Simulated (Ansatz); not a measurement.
Run on CoPd (R-3m) — U = 1 eV on Co d and Pd d

These are results of Ansatz, DFT, PBEsol+U, all-electron LAPW, scalar-relativistic, not measurements.

Command: `ansatz run input.yaml --threads 1 --pin off --max-ram 3072MiB --backend cpu --events-out ev --progress --plain --runs-dir out`

```yaml
crystal:
  lattice:
    - [1.3459330638, 0.7770748167, 4.2939193827]
    - [-1.3459330638, 0.7770748167, 4.2939193827]
    - [0.0, -1.5541496334, 4.2939193827]
  atoms:
    - { symbol: Co, position: [0.0, 0.0, 0.0], spin: 2.0 }
    - { symbol: Pd, position: [0.5, 0.5, 0.5] }
magnetization:
  spin_polarized: true
kpoints:
  mp_grid: { grid: [14, 14, 14] }
scf:
  occupations: { method: fermi_dirac, width: 0.1 }
hamiltonian:
  xc: pbesol
  pseudopotentials: { kind: all_electron, lapw: { basis_error: 0.001 } }
  hubbard:
    sites: [{ species: Co, l: d, u_eff: 1 }, { species: Pd, l: d, u_eff: 1 }]
output:
  forces: true
  stress: true
  eigenvalues: true
  hubbard: { sites: [{ species: Co, l: d }, { species: Pd, l: d }] }
  populations: true
```

The program prints:

```
Co: projections on atomic orbitals take those of the free atom 1s2 2s2 2p6 3s2 3p6 3d7 4s2, of charge +0.00 (hamiltonian.pseudopotentials.projection_atoms)
Pd: projections on atomic orbitals take those of the free atom 1s2 2s2 2p6 3s2 3p6 3d10 4s2 4p6 4d10, of charge +0.00 (hamiltonian.pseudopotentials.projection_atoms)
LAPW: plane waves up to 8.573 Å⁻¹, error target 1.0e-3 eV per atom; small_component_spin mean_spin; Co in spheres of 1.305 Å, 17 of its electrons in bands, Dirac shells []; Pd in spheres of 1.346 Å, 28 of its electrons in bands, Dirac shells [] (how accurate: hamiltonian.pseudopotentials.lapw.basis_error, Limitations)
Engine: ansatz 0.2.0
Pseudopotentials: kind: all_electron
Pseudopotential: Co, LAPW, valence charge 17, lapw/all_electron/scalar/gaussian/Co, Koelling and Harmon's equation, gaussian nucleus
Pseudopotential: Pd, LAPW, valence charge 28, lapw/all_electron/scalar/gaussian/Pd, Koelling and Harmon's equation, gaussian nucleus
Functional definition: PBEsol
  exchange = pbesol_x
  correlation = pbesol_c
Crystal: 2 atoms, lattice volume = 26.946 Å³
Basis set: ecut = 280.03796648679156 eV, 275 PW (Γ), FFT grids on a1−a3, a2−a3, a3, exchange–correlation at level 2
Bands: 29, of which v1, the nominal top of the filled ones, is band 23 counted from 1 (22 counted from 0)
Symmetry: 12 space group operations
Space group: R-3m (ITA 166), of the structure as read, at distance tolerance 3.0e-5 Å
Magnetic group: BNS 166.97 (UNI 1327), of the structure as read, at distance tolerance 3.0e-5 Å
k-points: 288 of 2744
Non-local potential: Co, projectors of the file, none
Non-local potential: Pd, projectors of the file, none
Initial density: superposition of atomic densities (chi_scale 0.1, normalization cell)
Starting moments: Σ|m| = 2 μB on 1 of 2 sites
Initial wavefunctions: plane waves of lowest kinetic energy (no species holds an atomic orbital)
[...]
       -0.000000      -9.434977      -0.000000
        0.000000      -0.000000      -7.821705
  P = ⅓ Tr σ = -8.8972 GPa (-88.972 kbar)
--- Band table (eV; the first three rows and the last of 576) ---
  k-point 0 ↑: bands = ["-305.2744", "-305.2392", "-305.2392", "-305.1935", "-305.1935", "-76.5714", "-64.9896", "-40.0866", "-39.8540", "-39.8540", "-30.8233", "-30.4873", "-30.4873", "11.3126", "13.4618", "15.6859", "15.6859", "16.0799", "16.0799", "16.1521", "17.1516", "17.1516", "18.2310", "18.2310", "19.6723", "25.7292", "36.4223", "38.3890", "39.6417"]
  k-point 1 ↑: bands = ["-305.2744", "-305.2392", "-305.2392", "-305.1935", "-305.1935", "-76.5708", "-64.9869", "-40.0860", "-39.8591", "-39.8553", "-30.8209", "-30.5077", "-30.4923", "11.4795", "13.5821", "15.6108", "15.7739", "16.0092", "16.1300", "16.1911", "17.0879", "17.1775", "17.6527", "18.1918", "20.4000", "25.7838", "36.4290", "38.0338", "38.7100"]
  k-point 2 ↑: bands = ["-305.2744", "-305.2392", "-305.2392", "-305.1935", "-305.1935", "-76.5690", "-64.9795", "-40.0842", "-39.8733", "-39.8588", "-30.8143", "-30.5644", "-30.5060", "11.9572", "13.9096", "15.4203", "15.7957", "15.9891", "16.2950", "16.2989", "16.7688", "17.0546", "17.2704", "18.0823", "21.5979", "25.9928", "34.9788", "37.3201", "38.2693"]
  k-point 287 ↓: bands = ["-305.2086", "-305.1848", "-305.1848", "-305.1523", "-305.1523", "-74.1690", "-64.7710", "-37.6720", "-37.5429", "-37.5429", "-30.5541", "-30.2910", "-30.2910", "13.0502", "13.4829", "15.9011", "16.1929", "16.1929", "17.8565", "17.8565", "17.9941", "18.6670", "18.6670", "19.7094", "19.7094", "32.8341", "34.8810", "37.0811", "40.1323"]
Occupation matrices written to <dir>
--- Löwdin populations: 2 sites ---
  site symbol       q [e]    m [muB]
     0     Co     26.8963     2.0102
     1     Pd     45.3907     0.2686
  spilling = 0.009768 (of n_electrons = 73.000000)
--- Occupation matrices: 2 shells (run DFT+U table (ortho-atomic); ε = 9.72e-3) ---
  Co0 d_3D: site group D3d (-3m)
  Co0 d_3D up     Tr n = 4.8959  λ = 0.975 0.975 0.977 0.984 0.984  [5× z2 0.20 (T2g 0.60) Eg(0.80)]
  Co0 d_3D dn     Tr n = 2.8609  λ = 0.478 0.478 0.625 0.625 0.654  [2× xz 0.47 (T2g 0.57) Eg(1.00) | 2× x2-y2 0.47 (Eg 0.57) Eg(1.00) | z2 1.00 (T2g 1.00) A1g(1.00)]
  Pd1 d_4D: site group D3d (-3m)
  Pd1 d_4D up     Tr n = 4.8315  λ = 0.957 0.957 0.965 0.976 0.976  [3× z2 0.33 (T2g 0.96) Eg(0.67) | 2× xz 0.43 (Eg 0.94) Eg(1.00)]
  Pd1 d_4D dn     Tr n = 4.5631  λ = 0.875 0.903 0.903 0.941 0.941  [z2 1.00 (T2g 1.00) A1g(1.00) | 2× xz 0.35 (T2g 0.87) Eg(1.00) | 2× x2-y2 0.35 (Eg 0.87) Eg(1.00)]
  Tr n, λ and their labels are of the run-group-symmetrised matrices; stabiliser: 12 of 24 elements of G0×{1,Θ} (closed), max defect 2.7e-15 at τ = 2.1e-3
```

occupations.tsv:

```
# site	symbol	l	channel	k	occupation	cluster	real_ylm_label	real_ylm_weight	cubic_label	cubic_weight	pseudocubic_irrep	site_irrep	w_site_irrep	cell_site_irrep	w_cell_site_irrep
# projection_atom_Co: 1s2 2s2 2p6 3s2 3p6 3d7 4s2
# projection_atom_Pd: 1s2 2s2 2p6 3s2 3p6 3d10 4s2 4p6 4d10
# site_irrep/w_site_irrep = the cluster's dominant irrep under the shell's site group (Mulliken, in the setting of the per-shell frame z, x; double-valued rows on a spinor block under rep=spin_orbital) and its weight, the cluster's purity; - without a site group
# cell_site_irrep/w_cell_site_irrep = the same under the site's group on the run's cell, the crystal's operations that keep its lattice, with its own per-shell comment where it differs; - as there, and where that group is no smaller or either group is refused
# basis = run DFT+U table (ortho-atomic)
# labels = run-group-symmetrised matrices
# epsilon = 0.0097203 provisional = false under_converged = false
# stabiliser = 12/24 closed max_defect = 2.702e-15 tolerance = 0.002062
# site 0 Co l=2_3D: orbit=0, site group D3d (-3m), |G|=12, z=[0.000000, 0.000000, 1.000000], x=[1.000000, 0.000000, 0.000000], rep=spin
0	Co	2_3D	up	0	0.975238	0	z2	0.2000	z2	0.2000	T2g	Eg	0.8000	-	-
0	Co	2_3D	up	1	0.975238	0	z2	0.2000	z2	0.2000	T2g	Eg	0.8000	-	-
0	Co	2_3D	up	2	0.976706	0	z2	0.2000	z2	0.2000	T2g	Eg	0.8000	-	-
0	Co	2_3D	up	3	0.984352	0	z2	0.2000	z2	0.2000	T2g	Eg	0.8000	-	-
0	Co	2_3D	up	4	0.984352	0	z2	0.2000	z2	0.2000	T2g	Eg	0.8000	-	-
# Tr n = 4.895886
0	Co	2_3D	dn	0	0.478100	0	xz	0.4712	xz	0.4712	T2g	Eg	1.0000	-	-
0	Co	2_3D	dn	1	0.478100	0	xz	0.4712	xz	0.4712	T2g	Eg	1.0000	-	-
0	Co	2_3D	dn	2	0.625309	1	x2-y2	0.4712	x2-y2	0.4712	Eg	Eg	1.0000	-	-
0	Co	2_3D	dn	3	0.625309	1	x2-y2	0.4712	x2-y2	0.4712	Eg	Eg	1.0000	-	-
0	Co	2_3D	dn	4	0.654058	2	z2	1.0000	z2	1.0000	T2g	A1g	1.0000	-	-
# Tr n = 2.860877
# site 1 Pd l=2_4D: orbit=1, site group D3d (-3m), |G|=12, z=[0.000000, 0.000000, 1.000000], x=[1.000000, 0.000000, 0.000000], rep=spin
1	Pd	2_4D	up	0	0.956979	0	z2	0.3333	z2	0.3333	T2g	Eg	0.6667	-	-
1	Pd	2_4D	up	1	0.956979	0	z2	0.3333	z2	0.3333	T2g	Eg	0.6667	-	-
1	Pd	2_4D	up	2	0.964835	0	z2	0.3333	z2	0.3333	T2g	Eg	0.6667	-	-
1	Pd	2_4D	up	3	0.976362	1	xz	0.4347	xz	0.4347	Eg	Eg	1.0000	-	-
1	Pd	2_4D	up	4	0.976362	1	xz	0.4347	xz	0.4347	Eg	Eg	1.0000	-	-
# Tr n = 4.831518
1	Pd	2_4D	dn	0	0.875028	0	z2	1.0000	z2	1.0000	T2g	A1g	1.0000	-	-
1	Pd	2_4D	dn	1	0.902768	1	xz	0.3474	xz	0.3474	T2g	Eg	1.0000	-	-
1	Pd	2_4D	dn	2	0.902768	1	xz	0.3474	xz	0.3474	T2g	Eg	1.0000	-	-
1	Pd	2_4D	dn	3	0.941289	2	x2-y2	0.3474	x2-y2	0.3474	Eg	Eg	1.0000	-	-
1	Pd	2_4D	dn	4	0.941289	2	x2-y2	0.3474	x2-y2	0.3474	Eg	Eg	1.0000	-	-
# Tr n = 4.563141
```

populations.tsv:

```
# site	symbol	l	j	q_up	q_dn
# orbitals = lowdin
# n_electrons = 73.000000
# spilling = 0.009768
# projection_atom_Co: 1s2 2s2 2p6 3s2 3p6 3d7 4s2
# projection_atom_Pd: 1s2 2s2 2p6 3s2 3p6 3d10 4s2 4p6 4d10
0	Co	0_1S	-	0.999997	0.999997
0	Co	0_2S	-	0.999862	0.999867
0	Co	0_3S	-	0.996674	0.996845
0	Co	0_4S	-	0.561124	0.585835
0	Co	1_2P	-	2.999997	2.999999
0	Co	1_3P	-	2.999724	2.999610
0	Co	2_3D	-	4.895886	2.860877
1	Pd	0_1S	-	1.000000	1.000000
1	Pd	0_2S	-	0.999997	0.999997
1	Pd	0_3S	-	0.999958	0.999951
1	Pd	0_4S	-	0.999254	0.999118
1	Pd	1_2P	-	3.000000	3.000000
1	Pd	1_3P	-	2.999993	2.999992
1	Pd	1_4P	-	2.998905	2.998845
1	Pd	2_3D	-	4.999998	4.999998
1	Pd	2_4D	-	4.831518	4.563141
```

Site moments (μB): Co1 2.02, Pd2 0.23. Cell moment 2.18 μB.

The magnetic group in the log treats spin as a scalar label, without spin–orbit coupling.

These are results for the start and cell typed. The real compound can order otherwise, in a larger cell, or not at all, since semilocal functionals at zero temperature often overstate magnetism.

It took 3.3 min on 1 thread of Intel(R) Xeon(R) Platinum 8488C (Sapphire Rapids) (shared host), peak memory 1.6 GiB.
